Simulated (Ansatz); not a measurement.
### Question
Name crystals whose computed values (PBEsol in the plane-wave PAW code Ansatz) fall in these windows: ε∞ 1.8 to 2.6; B₀ by P(V) fit (GPa) 53 to 74.

### Answer


```csv
crystal,ε∞,B₀ by P(V) fit (GPa)
"SrMgF4, Cmc2_1 (Pearson symbol oS24)",2.20,66.6
"LiF, zinc blende",1.90,54.4
"KMgF3, cubic perovskite",2.12,72.3
```
Others may fit too.

Typed or built starts, not in the databases checked: LiF, zinc blende. Not the usual ambient phase: LiF, zinc blende. Standing as an ambient phase not checked: SrMgF4, Cmc2_1 (Pearson symbol oS24). All cells were relaxed under the symmetry of their starts (and spin orders); stability against distortions was not tested throughout. Scalar-relativistic: spin–orbit coupling is off unless named, which matters more the heavier the elements.

Potentials: the later of the program's two PAW sets.
